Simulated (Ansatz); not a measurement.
## Squeezing O (bcc type)

```
CELL_PARAMETERS angstrom
-1.20802 1.20802 1.20802
1.20802 -1.20802 1.20802
1.20802 1.20802 -1.20802
ATOMIC_POSITIONS crystal
O 0.00000 0.00000 0.00000
```

The cell comes from a relaxation on PAW files under the same functional, begun from a prototype that needn't be the stable phase.

Its volume is scaled at fixed shape and fractional positions.

Level of theory: DFT with LDA, scalar-relativistic, in Ansatz 0.2.0; a Γ-centred 21×21×21 k mesh, Fermi–Dirac smearing of 0.1 eV, no spin polarisation. LAPW: all electrons, basis error target 1 meV/atom; PAW: frozen-core files, cutoff 420 eV; crystal datasets: all electrons, by PAW datasets that the program makes for each cell; norm-conserving: pseudopotentials, cutoff 1143 eV.

Energies are extrapolated to zero smearing and count from the unscaled cell; pressure is positive in compression; gaps take the mesh and a band path. No temperature or zero-point motion is included.

The PAW files were made under PBE. The structure type is held throughout; the real material can change phase at far lower pressure.

```csv
V/V0,V (Å³/atom),P LAPW (GPa),ΔE LAPW (eV/atom),P PAW − LAPW (GPa),ΔE PAW − LAPW (meV/atom)
1.00,7.05,-0.08,0.000,0.06,0.0
0.92,6.49,20.9,0.033,-0.04,0.2
0.84,5.92,53.4,?,-0.07,-0.1
0.76,5.36,?,0.428,-0.14,-0.4
0.68,4.80,185.4,0.924,0.03,-1.0
0.60,4.23,318.1,1.789,0.19,0.0
0.52,3.67,544.5,3.268,-1.07,-1.4
0.45,3.17,887.4,5.428,-3.33,-7.4
```

**Question.** What belongs in the row "0.76", column "P LAPW (GPa)"?

**Answer.** 104.2.

**Question.** Fill in "ΔE LAPW (eV/atom)" for the row "0.84".

**Answer.** 0.158.

**Question.** Fit the Vinet equation to the LAPW pressures over the whole range, with residuals weighted by 1/(|P| + 0.03·Pmax).

**Answer.** V0 = 7.05 Å³/atom, B0 = 205 GPa and B0′ = 4.66, and the fit misses no point by more than 4.8 GPa. A fit over so wide a range pins B0 less well than one near rest.

**Question.** At the smallest volume, how far do crystal datasets and norm-conserving lie from LAPW in pressure?

**Answer.** crystal datasets: 0.00 GPa; norm-conserving: -6.62 GPa, on a LAPW pressure of 887.4 GPa.

**Question.** How do the Löwdin populations by LAPW change from the unscaled cell to the last row?

**Answer.** O 2s 1.98 → 1.89, O 2p 4.00 → 4.07 electrons an atom. These are projections on the shells that the free atoms fill; 0.01 e a cell lies outside them at the start and 0.04 e at the end.
